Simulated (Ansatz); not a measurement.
Task: Each is relaxed and computed with plane-wave PAW r²SCAN (Ansatz code). Which is the only one with a gap?
(A) SiMo2C, P6_3/mmc (Si on 2d, Mo on 4f, C on 2a)
(B) Si2W, fluorite or antifluorite type
(C) SiO2, rutile
(D) SiGe, P4/nmm (Ge on 2c, Si on 2a)

Result: C, SiO2, rutile. SiO2: gap 6.51 eV (direct); SiMo2C: metal; Si2W: metal; SiGe: metal. Constructed cells (a structure type filled with these elements, in neither database checked): Si2W, fluorite or antifluorite type; SiGe, P4/nmm (Ge on 2c, Si on 2a). Typed or built starts, not in the databases checked: SiMo2C, P6_3/mmc (Si on 2d, Mo on 4f, C on 2a). Not the usual ambient phase: SiO2, rutile; Si2W, fluorite or antifluorite type. Weakly bound layers, chains or molecules computed without a dispersion correction, so cells and soft constants are ill determined: SiGe, P4/nmm (Ge on 2c, Si on 2a). Unstable at this level: Si2W, fluorite or antifluorite type. All cells were relaxed under the symmetry of their starts (and spin orders); stability against distortions was not tested throughout. Rows with no word on spin ran without spin polarisation. Spin–orbit coupling is left out wherever it is not named.

Potentials: the later of the program's two PAW sets.
